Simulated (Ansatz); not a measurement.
Level of theory: DFT PBE, scalar-relativistic, plane waves, PAW in Ansatz. All cells share a 420 eV cutoff and Γ-centred k meshes spaced at most about 0.3 Å⁻¹ (about 0.25 or finer for metals, 2π included). No spin polarisation in the final relaxations.

Temperature and zero-point effects are left out.

Two relaxed structures of HfB:

1.

```xyz
2
Lattice="3.4551 0.0000 0.0000 -1.7276 2.9922 0.0000 0.0000 0.0000 2.9158" Properties=species:S:1:pos:R:3 pbc="T T T"
Hf    0.0000    0.0000    0.0000
B     1.7276    0.9974    1.4579
```

2.

```xyz
4
Lattice="4.6705 0.0000 0.0000 0.0000 4.6705 0.0000 0.0000 0.0000 3.1027" Properties=species:S:1:pos:R:3 pbc="T T T"
Hf    0.0000    2.3353    0.0000
Hf    2.3353    0.0000    0.0000
B     0.0000    0.0000    0.7728
B     0.0000    0.0000    2.3299
```

Question: Which is lower in energy, and by how much?

Answer: Cell 1 is lower, by 180 meV/atom. Cell 1 has the tungsten carbide type, space group P-6m2 (No. 187), 15.1 Å³/atom and no gap on its mesh; cell 2 has space group P4/mmm (No. 123), 16.9 Å³/atom and no gap. Counting B atoms around Hf (those within 1.25 times the shortest such distance or 1.15 times the sum of covalent radii), cell 1 has Hf 6 and cell 2 has Hf 4. Cell 2 holds B–B chains (shortest 1.55 Å); in cell 1 the shortest B–B distance is 2.92 Å. The denser one is the lower, and pressure would at first widen the difference. Even the lower one lies +0.19 eV/atom against the reference forms of the elements (uncorrected), so neither is stable at this level. In cell 1, around Hf lie 6 B at 2.47 Å and 2 Hf at 2.92 Å; around B lie 6 Hf at 2.47 Å and 2 B at 2.92 Å. In cell 2, Hf is surrounded by 4 B at 2.46 Å and 2 Hf at 3.10 Å; around B lie 2 B at 1.55–1.56 Å and 4 Hf at 2.46 Å. Both come from invented guesses. A third cell relaxed alike, in Fm-3m (a cell as deposited in COD), lies 0.61 eV/atom below the lower of the two.

These runs have no spin–orbit coupling, which can matter for Hf. A magnetic state wasn't ruled out in cells without spin, among them P-6m2. Cells relaxed within their symmetry can be saddle points.
